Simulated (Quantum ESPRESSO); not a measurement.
# Computed records: GaSi₆N (made-up cell), Si₇P (made-up cell)

All values are calculated (Quantum ESPRESSO 7.5). Calculation on a made-up crystal cell, not a measurement: periodic Kohn-Sham density functional theory in plane waves with PseudoDojo standard norm-conserving scalar-relativistic pseudopotentials, each functional with its own files (v0.5 for PBE, v0.4.1 for LDA and PBEsol), no spin polarisation, no spin-orbit coupling, atoms not relaxed, stress positive in tension, energies less a fixed whole-eV offset for each atom's element; levels are Kohn-Sham levels at fractions of this cell's reciprocal vectors, counted from the reference band (half the neutral cell's valence electrons, rounded up) at Gamma; error bars cover cutoff and k-mesh only, not smearing or the files; added strain carries the atoms with the cell, and shear is the tensor component; each bar is the largest change over components, and at least 0.002 eV, 0.002 eV per angstrom or 0.02 GPa; energies are for the whole cell, and the offsets were chosen from early runs and are not element reference energies.

Common to all runs: lattice type zincblende/diamond; functional pbe; fermi dirac smearing 0.1 eV; scf tolerance 1e-07 eV; electrons removed 0; k mesh 6 x 6 x 6, shifted by half a step.

(1) GaSi₆N (made-up cell)

Unstrained structure:
```
CELL_PARAMETERS angstrom
5.25460 -0.00260 0.02110
-0.00260 5.44990 -0.07420
0.02110 -0.07420 5.35000
ATOMIC_POSITIONS crystal
Si 0.99664 0.99756 0.99351
Si 0.00870 0.50850 0.50762
N 0.50867 0.00491 0.49612
Si 0.50421 0.49132 0.01275
Si 0.24980 0.24986 0.23841
Ga 0.24049 0.75103 0.74836
Si 0.75152 0.25234 0.74893
Si 0.74116 0.74475 0.24799
```

- cutoff: 1143 eV
- added strain kind: zz
- added strain: -0.0191
- structure shown: before the added strain of -0.0191
- free energy less offsets: 1.956 eV
- smearing term minus ts: -0.04618 eV
- scf iterations: 11
- pressure: 1.147 GPa
- stress xx: -1.822 GPa
- stress yy: 0.5202 GPa
- stress zz: -2.139 GPa
- stress yz: -4.076 GPa
- stress xz: 0.4869 GPa
- stress xy: -2.206 GPa
- fermi level: -0.05284 eV
- reference band: 21
- error bar energy: 0.00784 eV
- error bar stress: 0.02083 GPa
- error bar force: 0.01171 eV/Å
- error bar next band up: 0.002596 eV
- error bar fermi level: 0.02073 eV
- error bars from: tighter rerun of a related cell

Atoms:
| atoms element | atom site | atom energy offset (eV) |
| --- | --- | --- |
| Si | 1 | -115 |
| Si | 2 | -115 |
| N | 3 | -283 |
| Si | 4 | -115 |
| Si | 5 | -115 |
| Ga | 6 | -2080 |
| Si | 7 | -115 |
| Si | 8 | -115 |

Forces:
| site | x (eV/Å) | y (eV/Å) | z (eV/Å) |
| --- | --- | --- | --- |
| 1 | -0.8651 | 0.3977 | 0.783 |
| 2 | -1.296 | -1.366 | -1.536 |
| 3 | 0.3453 | 0.1118 | -0.2935 |
| 4 | -0.7452 | 0.216 | -1.168 |
| 5 | 0.6626 | -1.265 | 1.978 |
| 6 | 2.857 | 1.074 | -0.1108 |
| 7 | -0.9028 | -1.411 | -1.678 |
| 8 | -0.05633 | 2.243 | 2.025 |

Levels:
| level k point | next band up (eV) |
| --- | --- |
| Gamma | 0.1034 |
| (1/2,1/2,1/2) | 0.1065 |
| (0.15,0,0) | -0.214 |
| (0,0.15,0) | -0.1005 |
| (0,0,0.15) | -0.1579 |

(2) GaSi₆N (made-up cell)

Structure as in entry 1.

- cutoff: 1143 eV
- added strain kind: zz
- added strain: -0.0153
- structure shown: before the added strain of -0.0153
- free energy less offsets: 1.949 eV
- smearing term minus ts: -0.04594 eV
- scf iterations: 11
- pressure: 0.808 GPa
- stress xx: -1.559 GPa
- stress yy: 0.7682 GPa
- stress zz: -1.634 GPa
- stress yz: -4.016 GPa
- stress xz: 0.4668 GPa
- stress xy: -2.182 GPa
- fermi level: -0.047 eV
- reference band: 21
- error bar energy: 0.00784 eV
- error bar stress: 0.02083 GPa
- error bar force: 0.01171 eV/Å
- error bar next band up: 0.002596 eV
- error bar fermi level: 0.02073 eV
- error bars from: tighter rerun of a related cell

Atoms:
| atoms element | atom site | atom energy offset (eV) |
| --- | --- | --- |
| Si | 1 | -115 |
| Si | 2 | -115 |
| N | 3 | -283 |
| Si | 4 | -115 |
| Si | 5 | -115 |
| Ga | 6 | -2080 |
| Si | 7 | -115 |
| Si | 8 | -115 |

Forces:
| site | x (eV/Å) | y (eV/Å) | z (eV/Å) |
| --- | --- | --- | --- |
| 1 | -0.8532 | 0.3934 | 0.7859 |
| 2 | -1.279 | -1.352 | -1.532 |
| 3 | 0.3419 | 0.1075 | -0.294 |
| 4 | -0.7363 | 0.2136 | -1.157 |
| 5 | 0.6496 | -1.245 | 1.964 |
| 6 | 2.82 | 1.056 | -0.1123 |
| 7 | -0.8945 | -1.392 | -1.664 |
| 8 | -0.04866 | 2.218 | 2.01 |

Levels:
| level k point | next band up (eV) |
| --- | --- |
| Gamma | 0.11 |
| (1/2,1/2,1/2) | 0.1139 |
| (0.15,0,0) | -0.2178 |
| (0,0.15,0) | -0.09362 |
| (0,0,0.15) | -0.1441 |

(3) GaSi₆N (made-up cell)

Structure as in entry 1.

- cutoff: 1143 eV
- added strain kind: zz
- added strain: -0.0129
- structure shown: before the added strain of -0.0129
- free energy less offsets: 1.946 eV
- smearing term minus ts: -0.04581 eV
- scf iterations: 11
- pressure: 0.595 GPa
- stress xx: -1.394 GPa
- stress yy: 0.9229 GPa
- stress zz: -1.314 GPa
- stress yz: -3.977 GPa
- stress xz: 0.4525 GPa
- stress xy: -2.168 GPa
- fermi level: -0.04253 eV
- reference band: 21
- error bar energy: 0.00784 eV
- error bar stress: 0.02083 GPa
- error bar force: 0.01171 eV/Å
- error bar next band up: 0.002596 eV
- error bar fermi level: 0.02073 eV
- error bars from: tighter rerun of a related cell

Atoms:
| atoms element | atom site | atom energy offset (eV) |
| --- | --- | --- |
| Si | 1 | -115 |
| Si | 2 | -115 |
| N | 3 | -283 |
| Si | 4 | -115 |
| Si | 5 | -115 |
| Ga | 6 | -2080 |
| Si | 7 | -115 |
| Si | 8 | -115 |

Forces:
| site | x (eV/Å) | y (eV/Å) | z (eV/Å) |
| --- | --- | --- | --- |
| 1 | -0.8454 | 0.3901 | 0.7868 |
| 2 | -1.268 | -1.343 | -1.53 |
| 3 | 0.3397 | 0.1048 | -0.2945 |
| 4 | -0.7304 | 0.2122 | -1.15 |
| 5 | 0.6415 | -1.232 | 1.955 |
| 6 | 2.796 | 1.045 | -0.1126 |
| 7 | -0.8894 | -1.38 | -1.656 |
| 8 | -0.044 | 2.202 | 2.001 |

Levels:
| level k point | next band up (eV) |
| --- | --- |
| Gamma | 0.1155 |
| (1/2,1/2,1/2) | 0.1196 |
| (0.15,0,0) | -0.2188 |
| (0,0.15,0) | -0.08819 |
| (0,0,0.15) | -0.1346 |

(4) GaSi₆N (made-up cell)

Structure as in entry 1.

- cutoff: 1143 eV
- added strain kind: zz
- added strain: -0.0013
- structure shown: before the added strain of -0.0013
- free energy less offsets: 1.94 eV
- smearing term minus ts: -0.04529 eV
- scf iterations: 11
- pressure: -0.3973 GPa
- stress xx: -0.64 GPa
- stress yy: 1.63 GPa
- stress zz: 0.2017 GPa
- stress yz: -3.798 GPa
- stress xz: 0.3945 GPa
- stress xy: -2.094 GPa
- fermi level: -0.0146 eV
- reference band: 21
- error bar energy: 0.00784 eV
- error bar stress: 0.02083 GPa
- error bar force: 0.01171 eV/Å
- error bar next band up: 0.002596 eV
- error bar fermi level: 0.02073 eV
- error bars from: tighter rerun of this cell

Atoms:
| atoms element | atom site | atom energy offset (eV) |
| --- | --- | --- |
| Si | 1 | -115 |
| Si | 2 | -115 |
| N | 3 | -283 |
| Si | 4 | -115 |
| Si | 5 | -115 |
| Ga | 6 | -2080 |
| Si | 7 | -115 |
| Si | 8 | -115 |

Forces:
| site | x (eV/Å) | y (eV/Å) | z (eV/Å) |
| --- | --- | --- | --- |
| 1 | -0.8101 | 0.3777 | 0.7944 |
| 2 | -1.219 | -1.297 | -1.516 |
| 3 | 0.3294 | 0.09225 | -0.2963 |
| 4 | -0.7044 | 0.2054 | -1.112 |
| 5 | 0.6054 | -1.171 | 1.91 |
| 6 | 2.684 | 0.9916 | -0.1197 |
| 7 | -0.8624 | -1.324 | -1.617 |
| 8 | -0.02305 | 2.125 | 1.957 |

Levels:
| level k point | next band up (eV) |
| --- | --- |
| Gamma | 0.1499 |
| (1/2,1/2,1/2) | 0.1558 |
| (0.15,0,0) | -0.1874 |
| (0,0.15,0) | -0.05427 |
| (0,0,0.15) | -0.08394 |

(5) GaSi₆N (made-up cell)

Structure as in entry 1.

- cutoff: 1143 eV
- added strain kind: zz
- added strain: 0.0122
- structure shown: before the added strain of 0.0122
- free energy less offsets: 1.953 eV
- smearing term minus ts: -0.04498 eV
- scf iterations: 11
- pressure: -1.492 GPa
- stress xx: 0.166 GPa
- stress yy: 2.383 GPa
- stress zz: 1.926 GPa
- stress yz: -3.592 GPa
- stress xz: 0.3265 GPa
- stress xy: -2.022 GPa
- fermi level: 0.02835 eV
- reference band: 21
- error bar energy: 0.00784 eV
- error bar stress: 0.02083 GPa
- error bar force: 0.01171 eV/Å
- error bar next band up: 0.002596 eV
- error bar fermi level: 0.02073 eV
- error bars from: tighter rerun of a related cell

Atoms:
| atoms element | atom site | atom energy offset (eV) |
| --- | --- | --- |
| Si | 1 | -115 |
| Si | 2 | -115 |
| N | 3 | -283 |
| Si | 4 | -115 |
| Si | 5 | -115 |
| Ga | 6 | -2080 |
| Si | 7 | -115 |
| Si | 8 | -115 |

Forces:
| site | x (eV/Å) | y (eV/Å) | z (eV/Å) |
| --- | --- | --- | --- |
| 1 | -0.7705 | 0.3632 | 0.8017 |
| 2 | -1.163 | -1.246 | -1.502 |
| 3 | 0.318 | 0.07833 | -0.2987 |
| 4 | -0.6734 | 0.1978 | -1.068 |
| 5 | 0.5645 | -1.102 | 1.858 |
| 6 | 2.558 | 0.9338 | -0.1257 |
| 7 | -0.8329 | -1.261 | -1.571 |
| 8 | -0.0002421 | 2.037 | 1.906 |

Levels:
| level k point | next band up (eV) |
| --- | --- |
| Gamma | 0.2019 |
| (1/2,1/2,1/2) | 0.2122 |
| (0.15,0,0) | -0.129 |
| (0,0.15,0) | -0.00279 |
| (0,0,0.15) | -0.01729 |

(6) GaSi₆N (made-up cell)

Structure as in entry 1.

- cutoff: 1143 eV
- added strain kind: zz
- added strain: 0.0171
- structure shown: before the added strain of 0.0171
- free energy less offsets: 1.964 eV
- smearing term minus ts: -0.04495 eV
- scf iterations: 11
- pressure: -1.871 GPa
- stress xx: 0.4383 GPa
- stress yy: 2.636 GPa
- stress zz: 2.539 GPa
- stress yz: -3.52 GPa
- stress xz: 0.3035 GPa
- stress xy: -1.994 GPa
- fermi level: 0.04584 eV
- reference band: 21
- error bar energy: 0.00784 eV
- error bar stress: 0.02083 GPa
- error bar force: 0.01171 eV/Å
- error bar next band up: 0.002596 eV
- error bar fermi level: 0.02073 eV
- error bars from: tighter rerun of a related cell

Atoms:
| atoms element | atom site | atom energy offset (eV) |
| --- | --- | --- |
| Si | 1 | -115 |
| Si | 2 | -115 |
| N | 3 | -283 |
| Si | 4 | -115 |
| Si | 5 | -115 |
| Ga | 6 | -2080 |
| Si | 7 | -115 |
| Si | 8 | -115 |

Forces:
| site | x (eV/Å) | y (eV/Å) | z (eV/Å) |
| --- | --- | --- | --- |
| 1 | -0.7568 | 0.3586 | 0.8064 |
| 2 | -1.144 | -1.228 | -1.496 |
| 3 | 0.3139 | 0.07343 | -0.2998 |
| 4 | -0.6628 | 0.1953 | -1.05 |
| 5 | 0.5504 | -1.078 | 1.838 |
| 6 | 2.513 | 0.9125 | -0.1295 |
| 7 | -0.8219 | -1.239 | -1.556 |
| 8 | 0.007583 | 2.005 | 1.887 |

Levels:
| level k point | next band up (eV) |
| --- | --- |
| Gamma | 0.2222 |
| (1/2,1/2,1/2) | 0.235 |
| (0.15,0,0) | -0.1069 |
| (0,0.15,0) | 0.01761 |
| (0,0,0.15) | 0.007778 |

(7) GaSi₆N (made-up cell)

Structure as in entry 1.

- cutoff: 1143 eV
- added strain kind: zz
- added strain: 0.0205
- structure shown: before the added strain of 0.0205
- free energy less offsets: 1.973 eV
- smearing term minus ts: -0.04496 eV
- scf iterations: 11
- pressure: -2.13 GPa
- stress xx: 0.6228 GPa
- stress yy: 2.807 GPa
- stress zz: 2.961 GPa
- stress yz: -3.469 GPa
- stress xz: 0.2858 GPa
- stress xy: -1.977 GPa
- fermi level: 0.05861 eV
- reference band: 21
- error bar energy: 0.00784 eV
- error bar stress: 0.02083 GPa
- error bar force: 0.01171 eV/Å
- error bar next band up: 0.002596 eV
- error bar fermi level: 0.02073 eV
- error bars from: tighter rerun of a related cell

Atoms:
| atoms element | atom site | atom energy offset (eV) |
| --- | --- | --- |
| Si | 1 | -115 |
| Si | 2 | -115 |
| N | 3 | -283 |
| Si | 4 | -115 |
| Si | 5 | -115 |
| Ga | 6 | -2080 |
| Si | 7 | -115 |
| Si | 8 | -115 |

Forces:
| site | x (eV/Å) | y (eV/Å) | z (eV/Å) |
| --- | --- | --- | --- |
| 1 | -0.7469 | 0.3547 | 0.8085 |
| 2 | -1.131 | -1.216 | -1.492 |
| 3 | 0.311 | 0.07011 | -0.3004 |
| 4 | -0.6552 | 0.1935 | -1.039 |
| 5 | 0.5409 | -1.062 | 1.825 |
| 6 | 2.483 | 0.8989 | -0.1308 |
| 7 | -0.8146 | -1.223 | -1.545 |
| 8 | 0.01269 | 1.984 | 1.874 |

Levels:
| level k point | next band up (eV) |
| --- | --- |
| Gamma | 0.2369 |
| (1/2,1/2,1/2) | 0.2518 |
| (0.15,0,0) | -0.09119 |
| (0,0.15,0) | 0.03235 |
| (0,0,0.15) | 0.02561 |

(8) Si₇P (made-up cell)

Unstrained structure:
```
CELL_PARAMETERS angstrom
5.59720 0.00000 0.00000
0.00000 5.59720 0.00000
0.00000 0.00000 5.59720
ATOMIC_POSITIONS crystal
Si 0.00491 0.01170 0.00699
Si 0.99180 0.50874 0.48673
Si 0.49639 0.01104 0.51536
P 0.50130 0.50504 0.99720
Si 0.25965 0.25236 0.25179
Si 0.24423 0.76149 0.75979
Si 0.74861 0.25030 0.75004
Si 0.75407 0.74167 0.26880
```

* cutoff: 599 eV
* added strain kind: uniform
* added strain: -0.0237
* structure shown: before the added strain of -0.0237
* free energy less offsets: 0.1909 eV
* smearing term minus ts: -0.07366 eV
* scf iterations: 10
* pressure: -1.11 GPa
* stress xx: 0.9811 GPa
* stress yy: 1.165 GPa
* stress zz: 1.185 GPa
* stress yz: 0.909 GPa
* stress xz: -2.387 GPa
* stress xy: 1.734 GPa
* fermi level: 0.9656 eV
* reference band: 17
* error bar energy: 0.0126 eV
* error bar stress: 0.1279 GPa
* error bar force: 0.01683 eV/Å
* error bar next band up: 0.002 eV
* error bar fermi level: 0.0127 eV
* error bars from: tighter rerun of this cell

Atoms:
| atoms element | atom site | atom energy offset (eV) |
| --- | --- | --- |
| Si | 1 | -115 |
| Si | 2 | -115 |
| Si | 3 | -115 |
| P | 4 | -189 |
| Si | 5 | -115 |
| Si | 6 | -115 |
| Si | 7 | -115 |
| Si | 8 | -115 |

Forces:
| site | x (eV/Å) | y (eV/Å) | z (eV/Å) |
| --- | --- | --- | --- |
| 1 | -0.66 | -0.4509 | 0.3594 |
| 2 | 1.544 | -1.235 | 1.729 |
| 3 | 0.09994 | -0.8315 | -0.5443 |
| 4 | 0.09277 | 0.03981 | 0.2758 |
| 5 | -0.2925 | 0.4007 | 0.1056 |
| 6 | -0.2281 | -0.4297 | -0.6258 |
| 7 | 0.6334 | 0.5094 | 0.1363 |
| 8 | -1.189 | 1.997 | -1.436 |

Levels:
| level k point | next band up (eV) |
| --- | --- |
| Gamma | 0.5495 |
| (1/2,1/2,1/2) | 1.309 |
| (0.15,0,0) | 0.7866 |
| (0,0.15,0) | 0.8121 |
| (0,0,0.15) | 0.7708 |
